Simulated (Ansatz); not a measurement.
Here is the system:

PtRhN$_{2}$:
```xyz
4
Lattice="1.4709 0.8493 6.2139 -1.4709 0.8493 6.2139 0.0000 -1.6985 6.2139" Properties=species:S:1:pos:R:3 pbc="T T T"
Rh     0.0000     0.0000     9.3209
Pt     0.0000     0.0000     0.0000
N      0.0000     0.0000    16.6928
N      0.0000     0.0000     1.9490
```

This is the PBE-relaxed structure.

Problem. All from PBE (plane waves, PAW; program Ansatz), unless another level is named. Predict the electronic character.

Solution. metallic (no gap).

Problem. What about the formation energy from the elements (no fitted shifts)?

Solution. 0.57 eV/atom.

Problem. What about the density of states at the Fermi level?

Solution. 0.79 states/eV per atom (mean over ±0.08 eV).

Space group R-3m. The start of the workflow was typed in or built on a structure type; neither database checked (COD, Materials Project) lists it. Whether it is the stable phase at ambient conditions was not checked. The PBE relaxation kept the symmetry of its start; whether a distortion lowers the energy is not shown. The workflow began spin-polarised and lost its moments. Its formation energy is positive at this level, so the cell may be metastable or incomplete. The references are the lowest solids computed at this level, not always the standard phases (solids in place of the gases). Spin–orbit coupling is left out wherever it is not named.

Potentials: the later of the program's two PAW sets.
